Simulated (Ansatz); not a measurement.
# Property card for Sc2AlP3

Method: Ansatz, DFT PBE, scalar-relativistic, plane waves, PAW.

Settings: cutoff 420 eV, Γ-centred mesh 10×10×4 on the computed 6-atom cell, Gaussian smearing of 0.10 eV; no spin polarisation.

The structure is relaxed at this level of theory with its symmetry kept, and needn't be the ground state of this composition.

Space group P-4m2 (No. 115), tetragonal, a = 3.832 Å, c = 8.884 Å. Around Sc lie 4 P at 2.55–2.56 Å and 2 Al at 3.36 Å; Al is surrounded by 8 P at 2.91 Å, 4 Sc at 3.36 Å and 4 Al at 3.83 Å; around P on a site of symmetry 2mm lie 1 P at 2.12 Å, 2 Sc at 2.56 Å and 4 Al at 2.91 Å; P on a site of symmetry -4m2 is surrounded by 4 Sc at 2.55 Å.

- Volume per atom: 21.75 Å³
- Formation energy from the elements' standard states (uncorrected): -0.387 eV/atom
- Kohn–Sham band gap: none (metal)
- Density of states at the Fermi level: 2.9 states/eV per cell
- Orbital (Löwdin) character within 0.5 eV of the Fermi level: Sc 3d 48 %, P 3p 27 %, Al 3p 8 %, unprojected 4 %
- Bader charge by site (e): Sc (2 in the cell) 1.50, Al (1 in the cell) 0.81, P (2 in the cell) -1.12, P (1 in the cell) -1.57

Another cell of Sc2AlP3 relaxed alike, in Cmmm, lies 0.48 eV/atom lower, so this cell isn't the stable form at this level.

The cell was found from a structure generator's guess, not taken from experiment. Löwdin shares on free-atom orbitals overweight diffuse shells.
